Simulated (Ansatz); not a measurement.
GaSb:
```
CELL_PARAMETERS angstrom
      3.96569     0.00000     0.00000
     -1.98284     3.43438     0.00000
      0.00000     0.00000     7.00073
ATOMIC_POSITIONS crystal
  Ga 0.00000 0.00000 0.00000
  Ga 0.00000 0.00000 0.50000
  Sb 0.33333 0.66667 0.25000
  Sb 0.66667 0.33333 0.75000
```

Relaxed with r²SCAN.

Task: Map the electron localisation function on the plane through (0.000, 0.000, 0.000) spanned by u = [0, 0, 1] and v = [1, -1, 0] in lattice vectors, from r²SCAN (plane waves, PAW; program Ansatz).

Result: x is the fraction of u, y of v (the angle between them is 90°; rows are the nearest grid lines); atoms in the plane: Ga at (0.00, 0.00), Ga at (0.50, 0.00), Sb at (0.25, 0.33), Sb at (0.75, 0.67).
```
y \ x   0.000  0.0857  0.171  0.286  0.371  0.457  0.543  0.629  0.714  0.829  0.914   1.00
------  -----  ------  -----  -----  -----  -----  -----  -----  -----  -----  -----  -----
1.00    0.999   0.153  0.246  0.144  0.264  0.049  0.049  0.264  0.144  0.246  0.153  0.999
0.912   0.158   0.275  0.280  0.168  0.280  0.207  0.212  0.316  0.308  0.375  0.285  0.158
0.853   0.286   0.307  0.231  0.159  0.315  0.282  0.318  0.553  0.532  0.570  0.425  0.286
0.765   0.243   0.117  0.095  0.091  0.103  0.150  0.425  0.482  0.260  0.373  0.555  0.243
0.706   0.179   0.037  0.044  0.050  0.037  0.061  0.425  0.372  0.046  0.174  0.474  0.179
0.618   0.167   0.040  0.063  0.075  0.047  0.059  0.412  0.383  0.061  0.202  0.478  0.167
0.529   0.115   0.211  0.454  0.473  0.361  0.115  0.239  0.507  0.405  0.449  0.443  0.115
0.471   0.115   0.443  0.449  0.405  0.507  0.239  0.115  0.361  0.473  0.454  0.211  0.115
0.382   0.167   0.478  0.202  0.061  0.383  0.412  0.059  0.047  0.075  0.063  0.040  0.167
0.294   0.179   0.474  0.174  0.046  0.372  0.425  0.061  0.037  0.050  0.044  0.037  0.179
0.235   0.243   0.555  0.373  0.260  0.482  0.425  0.150  0.103  0.091  0.095  0.117  0.243
0.147   0.286   0.425  0.570  0.532  0.553  0.318  0.282  0.315  0.159  0.231  0.307  0.286
0.0882  0.158   0.285  0.375  0.308  0.316  0.212  0.207  0.280  0.168  0.280  0.275  0.158
0.000   0.999   0.153  0.246  0.144  0.264  0.049  0.049  0.264  0.144  0.246  0.153  0.999
```

The density is the valence pseudo-density with augmentation charge, so density and ELF within about 1 Å of a nucleus are not all-electron values.

Space group P6_3/mmc (NiAs type). The start of the workflow was typed in or built on a structure type; neither database checked (COD, Materials Project) lists it. It is not the phase usual at ambient conditions (space group No. 216). The cell was relaxed with r²SCAN under the symmetry of its start; its stability against distortions is not shown here. Spin–orbit coupling is left out wherever it is not named.

Potentials: the earlier of the program's two PAW sets.
